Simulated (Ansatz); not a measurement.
ScIr (CsCl type)

```
ScIr
1.0
    3.16207     0.00000     0.00000
    0.00000     3.16207     0.00000
    0.00000     0.00000     3.16207
Sc Ir
1 1
Direct
  0.50000   0.50000   0.50000
  0.00000   0.00000   0.00000
```

The atoms are displaced by Q × the pattern below (from a DFPT mode at Γ, largest move 1; Q in Å), at fixed cell. It is one choice among 3 degenerate patterns.

```tsv
atom	x	y	z
Sc1	0.000	0.000	1.000
Ir2	0.000	0.000	-0.234
```

Calculation: LDA (plane waves to 420 eV, PAW, scalar-relativistic; Ansatz, a program for electronic structure). k mesh 15×15×15 (Γ-centred), Fermi-Dirac smearing 0.05 eV. With partly filled bands, energies and forces of such displacements shift with the k mesh and the smearing. ScIr is run without spin polarisation. ScIr was relaxed with its symmetry unable to fall. Spin-orbit coupling is left out, though Ir is heavy. 

| Q (Å) | −dE/dQ from forces (eV/Å) |
|---|---|
| -0.180 | 1.739 |
| -0.150 | 1.437 |
| -0.120 | 1.140 |
| -0.090 | 0.849 |
| -0.060 | 0.563 |
| -0.030 | 0.281 |
| 0.000 | 0.000 |
| 0.030 | -0.281 |
| 0.060 | -0.563 |
| 0.090 | -0.849 |
| 0.120 | -1.140 |
| 0.150 | -1.437 |
| 0.180 | -1.739 |

**Question.** What harmonic wavenumber does the curvature at Q = 0 give?

**Answer.** 214 cm⁻¹. E″ = 9.35 eV/Å², M = Σ mᵢ|uᵢ|² = 55.5 u, ν̃ = 521.5·√(|E″|/M).

(For displaced atoms, the force is minus the slope of the energy, and its curvature is a force constant, which sets phonon frequencies.)
